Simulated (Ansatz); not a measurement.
BaO:
```cif
data_Ba2O2
_chemical_formula_sum 'Ba2 O2'
_space_group_name_H-M_alt 'P63/mmc'
_space_group_IT_number 194
_space_group_name_Hall '-P 6c 2c'
_cell_length_a 3.74644
_cell_length_b 3.74644
_cell_length_c 6.53816
_cell_angle_alpha 90.000
_cell_angle_beta 90.000
_cell_angle_gamma 120.000
loop_
_atom_site_label
_atom_site_type_symbol
_atom_site_symmetry_multiplicity
_atom_site_Wyckoff_symbol
_atom_site_fract_x
_atom_site_fract_y
_atom_site_fract_z
_atom_site_occupancy
Ba1 Ba 2 c 0.33333 0.66667 0.25000 1
O1 O 2 a 0.00000 0.00000 0.00000 1
```

Relaxed with PBEsol. PBEsol in the plane-wave PAW code Ansatz gives a gap of 2.44 eV.

**Question.** What gap does HSE06 give on the same cell (Ansatz, PAW)?

**Answer.** 3.82 eV, 1.38 eV more. The hybrid was solved on a coarser mesh and at special points; the gap given is the minimum over both.

```json
[
 {"k": "Γ", "v1 PBEsol": "-0.01", "c1 PBEsol": "3.32", "v1 HSE06": "…", "c1 HSE06": "…"},
 {"k": "A", "v1 PBEsol": "-1.04", "c1 PBEsol": "4.09", "v1 HSE06": "…", "c1 HSE06": "…"},
 {"k": "K", "v1 PBEsol": "-0.78", "c1 PBEsol": "4.25", "v1 HSE06": "…", "c1 HSE06": "…"},
 {"k": "H", "v1 PBEsol": "0.00", "c1 PBEsol": "4.77", "v1 HSE06": "…", "c1 HSE06": "…"},
 {"k": "M", "v1 PBEsol": "-0.01", "c1 PBEsol": "2.44", "v1 HSE06": "0.00", "c1 HSE06": "3.82"},
 {"k": "L", "v1 PBEsol": "-0.88", "c1 PBEsol": "3.80", "v1 HSE06": "-0.95", "c1 HSE06": "5.21"}
]
```

**Question.** Top valence (v1) and lowest conduction level (c1) in eV from each method's valence maximum (which need not be a listed point): supply the withheld HSE06 values.

**Answer.** 
- Γ, v1 HSE06: 0.00
- Γ, c1 HSE06: 4.84
- H, v1 HSE06: -0.01
- H, c1 HSE06: 6.27
- K, v1 HSE06: -0.83
- K, c1 HSE06: 5.72
- A, v1 HSE06: -1.11
- A, c1 HSE06: 5.55

Cost on shared cores: the PBEsol run (SCF on a 9×9×5 mesh, then bands and DOS) about 20 core-seconds (a rough figure), the HSE06 run (SCF on 6×6×3, then a few points) around 2.8 core-minutes (rough); the tasks are unlike.

Space group P6_3/mmc (NiAs type). The workflow started from a Materials Project entry (that database holds measured and hypothetical structures alike); the Crystallography Open Database copy checked does not list it. It is not the phase usual at ambient conditions (space group No. 225). The cell was relaxed with PBEsol under the symmetry of its start; whether a distortion lowers the energy is not shown. Spin–orbit coupling is left out wherever it is not named.

Potentials: the later of the program's two PAW sets.
